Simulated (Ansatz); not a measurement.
**Varying the input for MnPt2**

All trials start from this Ansatz input:

```yaml
crystal:
  lattice:
    - [2.8584044518, 0.0, 0.0]
    - [-1.4292022259, 2.4754508696, 0.0]
    - [0.0, 0.0, 6.532504]
  atoms:
    - { symbol: Mn, position: [0.0, 0.0, 0.0], spin: 4.0 }
    - { symbol: Pt, position: [0.33333333, 0.66666667, 0.683794], spin: 1.0 }
    - { symbol: Pt, position: [0.66666667, 0.33333333, 0.316206], spin: 1.0 }
basis:
  ecutwfc: 420
kpoints:
  mp_grid: { grid: [6, 6, 2] }
hamiltonian:
  xc: pbe
scf:
  occupations: { method: gaussian, width: 0.1 }
  lower_state_search: "off"
output:
  forces: true
  stress: true
  eigenvalues: true
  populations: true
magnetization:
  spin_polarized: true
```

Command:

```bash
ansatz run input.yaml --threads 1 --pin off --max-ram 1331MiB --backend cpu --events-out ev --progress --plain --runs-dir out
```

The run converges in 18 SCF iterations on 14 irreducible k-points: pressure -0.11 GPa, largest force 0.005 eV/Å, no gap, cell moment 4.77 μB.

These settings were drawn at random to show what each does; none of the numbers is a converged property of the crystal. Each trial's input is given as a difference from the reference's; energies are extrapolated to zero smearing where there is one, and pressure is positive in compression.

Question: Trial 1:

```diff
 crystal:
   atoms:
-    - { symbol: Mn, position: [0.0, 0.0, 0.0], spin: 4.0 }
-    - { symbol: Pt, position: [0.33333333, 0.66666667, 0.683794], spin: 1.0 }
-    - { symbol: Pt, position: [0.66666667, 0.33333333, 0.316206], spin: 1.0 }
+    - { symbol: Mn, position: [0.0, 0.0, 0.0], spin: 4.21 }
+    - { symbol: Pt, position: [0.3333333333, 0.6666666667, 0.683794], spin: 0.41 }
+    - { symbol: Pt, position: [0.6666666667, 0.3333333333, 0.316206], spin: 0.41 }
 basis:
-  ecutwfc: 420
+  ecutwfc: "16 Ha"
 kpoints:
-  mp_grid: { grid: [6, 6, 2] }
+  mp_grid: { grid: [7, 2, 1] }
 hamiltonian:
-  xc: pbe
+  xc: lda
+  dispersion: none
+  pseudopotentials: { kind: nc }
```

What does the program give?

Answer: The run converges in 46 SCF iterations on 8 irreducible k-points: pressure -42.39 GPa (unreliable at so low a cutoff), largest force 0.701 eV/Å (unreliable too), no gap, cell moment 0.51 μB. It warns that the cutoff lies under the recommended one, 1306 eV for these potentials; that the mesh lowers the symmetry.

Question: Trial 2:

```diff
 crystal:
   atoms:
-    - { symbol: Mn, position: [0.0, 0.0, 0.0], spin: 4.0 }
-    - { symbol: Pt, position: [0.33333333, 0.66666667, 0.683794], spin: 1.0 }
-    - { symbol: Pt, position: [0.66666667, 0.33333333, 0.316206], spin: 1.0 }
+    - { symbol: Mn, position: [0.0, 0.0, 0.0] }
+    - { symbol: Pt, position: [0.3333333333, 0.6666666667, 0.683794] }
+    - { symbol: Pt, position: [0.6666666667, 0.3333333333, 0.316206] }
 scf:
-  lower_state_search: "off"
+  mixing: { beta: 0.042, preconditioner: none }
+  initial_density: { chi_scale: 0, normalization: atom }
+  max_iter: 82
 output:
-  populations: true
-magnetization:
-  spin_polarized: true
```

What happens?

Answer: The run converges in 12 SCF iterations on 14 irreducible k-points: energy 322 meV per atom above the reference, pressure -17.05 GPa, largest force 0.391 eV/Å, no gap.

Question: Trial 3:

```diff
 crystal:
   atoms:
-    - { symbol: Mn, position: [0.0, 0.0, 0.0], spin: 4.0 }
-    - { symbol: Pt, position: [0.33333333, 0.66666667, 0.683794], spin: 1.0 }
-    - { symbol: Pt, position: [0.66666667, 0.33333333, 0.316206], spin: 1.0 }
+    - { symbol: Mn, position: [0.0, 0.0, 0.0], spin: 4.21 }
+    - { symbol: Pt, position: [0.3333333333, 0.6666666667, 0.683794], spin: 0.41 }
+    - { symbol: Pt, position: [0.6666666667, 0.3333333333, 0.316206], spin: 0.41 }
 basis:
+  ecutrho_ratio: -4
 scf:
+  max_iter: 54
+phonons:
+  method: fd
```

What happens?

Answer: The program refuses the input:

```text
Error: YAML parse error: error: line 12 column 18: invalid u32
```

Next try, with these keys changed back:

```diff
 basis:
-  ecutrho_ratio: -4
```

The program refuses the input:

```text
Error: invalid value for `phonons.supercell`: required by the finite-displacement method on a deck with neither qmesh nor qpoints — the diagonal repeat sets the real-space truncation of the force constants; set supercell: [n1, n2, n3], or qmesh: [n1, n2 …
```

Question: Trial 4:

```diff
 crystal:
   atoms:
-    - { symbol: Mn, position: [0.0, 0.0, 0.0], spin: 4.0 }
-    - { symbol: Pt, position: [0.33333333, 0.66666667, 0.683794], spin: 1.0 }
-    - { symbol: Pt, position: [0.66666667, 0.33333333, 0.316206], spin: 1.0 }
+    - { symbol: Mn, position: [0.734, 0.51, 0.462], spin: 4.21 }
+    - { symbol: Pt, position: [1.0673333333, 1.1766666667, 1.145794], spin: 0.41 }
+    - { symbol: Pt, position: [1.4006666667, 0.8433333333, 0.778206], spin: 0.41 }
 basis:
-  ecutwfc: 420
+  ecutwfc: "0.4 keV"
+  ecutrho_ratio: 5
+  xc_grid: 3
 hamiltonian:
-  xc: pbe
+  xc: rpbe
+  pseudopotentials: { kind: nc }
 scf:
-  occupations: { method: gaussian, width: 0.1 }
+  occupations: { method: fermi_dirac, width: 0.022 }
+  n_extra_bands: 0
+  max_iter: 52
```

How does this run end?

Answer: The program refuses the input:

```text
Error: YAML parse error: error: line 11 column 12: unknown unit factor `keV`
```

Next try, with these keys changed back:

```diff
 basis:
-  ecutwfc: "0.4 keV"
```

The program refuses the input:

```text
Error: inconsistent input (scf.n_extra_bands): n_bands = 26 cannot host the net starting moment |Σ_I m_I| = 5.0300 μB: with N_el = 51 the majority spin channel must hold (N_el + |M|)/2 = 28.0150 electrons at no more than one per band — at least 29 bands (26 bands cap the reachable moment at 2·n_bands − N_el = 1.0000 μB) …
```

Question: Trial 5:

```diff
 crystal:
   atoms:
-    - { symbol: Mn, position: [0.0, 0.0, 0.0], spin: 4.0 }
-    - { symbol: Pt, position: [0.33333333, 0.66666667, 0.683794], spin: 1.0 }
-    - { symbol: Pt, position: [0.66666667, 0.33333333, 0.316206], spin: 1.0 }
+    - { symbol: Mn, position: [0.0, 0.0, 0.0], spin: 4.21 }
+    - { symbol: Pt, position: [0.3333333333, 0.6666666667, 0.683794], spin: 0.41 }
+    - { symbol: Pt, position: [0.6666666667, 0.3333333333, 0.316206], spin: 0.41 }
 kpoints:
-  mp_grid: { grid: [6, 6, 2] }
+  mp_grid: { grid: [5, 1, 1] }
 hamiltonian:
-  xc: pbe
+  xc: pbesol
+  hubbard:
+    sites: [{ species: Pt, l: d, u_eff: 0.57 }]
+    projectors: ortho-atomic
 scf:
+  max_iter: 30
+  convergence: { dr2_threshold: "1e-7 eV" }
```

What happens?

Answer: The run converges in 25 SCF iterations on 3 irreducible k-points: pressure -17.97 GPa, largest force 0.317 eV/Å, no gap, cell moment 3.58 μB. It warns that the count of filled bands differs between k-points; that the SCF threshold is loose for the stress; that the mesh lowers the symmetry. Under a U the state reached may not be the lowest.